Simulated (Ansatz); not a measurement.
The elements of this relaxed trial crystal are hidden behind letters.

```
lattice vectors (Å)
  -1.5928    1.5928   13.9387
   1.5928   -1.5928   13.9387
   1.5928    1.5928  -13.9387
fractional positions
X 0.0000 0.0000 0.0000
X 0.7500 0.2500 0.5000
Z 0.8492 0.8492 0.0000
Z 0.5992 0.0992 0.5000
Z 0.9008 0.4008 0.5000
Z 0.1508 0.1508 0.0000
```

The calculation used DFT PBE, scalar-relativistic, plane waves, PAW (Ansatz). The final run on the 6-atom cell used 420 eV, a Γ-centred 16×16×16 mesh, 0.10 eV smearing and no spin polarisation.

```
Space group                                 : I4_1/amd (No. 141)
Conventional cell                           : a = 3.186 Å, c = 27.877 Å
Volume per atom                             : 23.58 Å³
Density                                     : 4.15 g/cm³
Formation energy                            : +0.20 eV/atom
Gap on the 16×16×16 mesh of the 6-atom cell : 0 eV (a metal)
```

Energies are uncorrected and count from the elements' standard states at the same level.

Question: X is a p-block element of period 5 and Z is a p-block element of period 3. Which elements are they?

Answer: X = In, Z = P, so the formula is InP2. Density times volume gives a mean mass of 4.15 × 23.58/1.6605 = 58.9 u per atom, and this set has 58.9 u. Among the elements that the hints allow, noble gases aside, only these give it. Around In lie 4 In at 3.19 Å and 4 P at 3.19 Å; P is surrounded by 2 P at 2.15 Å, 4 P at 3.19 Å and 2 In at 3.19 Å.

A structure relaxed within its symmetry needn't be a true minimum.
